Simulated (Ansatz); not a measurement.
**PIr2: computed DOS**

```cif
data_structure
_symmetry_space_group_name_H-M 'P 1'
_symmetry_Int_Tables_number 1
_cell_length_a 3.9138
_cell_length_b 3.9138
_cell_length_c 3.9138
_cell_angle_alpha 60.000
_cell_angle_beta 60.000
_cell_angle_gamma 60.000
_cell_volume 42.39
loop_
_atom_site_label
_atom_site_type_symbol
_atom_site_fract_x
_atom_site_fract_y
_atom_site_fract_z
_atom_site_occupancy
P1 P 0.00000 0.00000 0.00000 1
Ir1 Ir 0.25000 0.25000 0.25000 1
Ir2 Ir 0.75000 0.75000 0.75000 1
```

The runs use the primitive cell with vectors (0.000, 2.768, 2.768), (2.768, 0.000, 2.768), (2.768, 2.768, 0.000) Å, to which the k mesh refers.

The cell comes from COD entry 1011371, which wasn't checked; take it as a given geometry.

Spin polarisation is left out, and whether a magnetic state lies lower isn't shown here.

No spin–orbit coupling, which matters for the heavy atoms here.

Computed with DFT, LDA, all-electron LAPW, scalar-relativistic (Ansatz 0.2.0).

The runs use a Γ-centred 11×11×11 k mesh, Fermi–Dirac smearing of 0.05 eV, basis error target 1 meV/atom, no spin polarisation.

Task: Which of the resolved shells contributes most within 0.3 eV of the Fermi level?

Result: Ir 5d, with 74 % of all states there; P 3p follows with 11 %.

Task: Where is the centre of the filled Ir 5d states between -14 eV and the top of the filled states?

Result: -3.67 eV from the Fermi level.

Task: Tabulate the density of states.

Result: States per eV and cell, averaged over 0.4 eV, from -5.8 to 3.6 eV, with energies (bin centres) from the Fermi level; empty bins are left out. The partial columns, the largest 3 alone, are projections on Löwdin-orthogonalised atomic shells (those that the program's projection atoms carry: the occupied ones and, for some elements, an empty d or f shell; other empty shells have no column), summed over atoms of an element. Weights on diffuse s and p shells depend on that basis and aren't pure angular character.
| E (eV) | total | Ir 5d | P 3p | Ir 6s |
| --- | --- | --- | --- | --- |
| -5.7 | 2.01 | 1.41 | 0.54 | 0.02 |
| -5.3 | 1.49 | 1.31 | 0.14 | 0.00 |
| -4.9 | 3.36 | 3.01 | 0.16 | 0.04 |
| -4.5 | 3.63 | 3.11 | 0.28 | 0.04 |
| -4.1 | 2.92 | 2.36 | 0.39 | 0.05 |
| -3.7 | 1.26 | 1.09 | 0.08 | 0.05 |
| -3.3 | 1.45 | 1.31 | 0.04 | 0.05 |
| -2.9 | 2.75 | 2.51 | 0.09 | 0.06 |
| -2.5 | 4.95 | 4.51 | 0.14 | 0.17 |
| -2.1 | 3.33 | 3.05 | 0.08 | 0.09 |
| -1.7 | 2.66 | 2.40 | 0.07 | 0.10 |
| -1.3 | 3.38 | 2.90 | 0.11 | 0.14 |
| -0.9 | 3.26 | 2.74 | 0.18 | 0.11 |
| -0.5 | 1.99 | 1.68 | 0.12 | 0.07 |
| -0.1 | 1.00 | 0.76 | 0.10 | 0.05 |
| 0.3 | 0.68 | 0.45 | 0.09 | 0.05 |
| 0.7 | 0.52 | 0.32 | 0.07 | 0.04 |
| 1.1 | 0.59 | 0.29 | 0.05 | 0.09 |
| 1.5 | 1.13 | 0.73 | 0.17 | 0.08 |
| 1.9 | 2.91 | 1.94 | 0.61 | 0.16 |
| 2.3 | 2.33 | 1.25 | 0.53 | 0.25 |
| 2.7 | 1.56 | 0.74 | 0.42 | 0.16 |
| 3.1 | 1.09 | 0.46 | 0.35 | 0.10 |
| 3.5 | 1.00 | 0.34 | 0.41 | 0.09 |
